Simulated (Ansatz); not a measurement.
YGe in space group Cmcm (No. 63; Y on 4c, Ge on 4c), the program Ansatz at the PBE level (PAW), all energies at zero smearing, with the estimated change up to a 700 eV cutoff added, with one set of potentials and settings (totals compare only within such a set). Cell of 4 atoms (2 Y, 2 Ge): -16290.987 eV.

```tsv
element	reference phase	E (eV/atom)
Y	P6_3/mmc, 2 atoms in the cell	-3848.6897
Ge	Fd-3m, 2 atoms in the cell	-4294.9907
```

Formation energy per atom, worked out: (-16290.987 − 2×(-3848.6897) − 2×(-4294.9907))/4 = -0.907 eV/atom (-87 kJ per mol of atoms), at 0 K, without zero-point energy or fitted corrections.

The first step of the workflow began from a Materials Project structure, measured or hypothetical; the Crystallography Open Database copy checked does not list it. Whether it is the stable phase at ambient conditions was not checked. Symmetry was held in the PBE relaxation; whether a distortion lowers the energy is not shown. No spin polarisation was allowed. The references are the lowest solids computed at this level, not always the standard phases.

Potentials: the earlier of the program's two PAW sets.
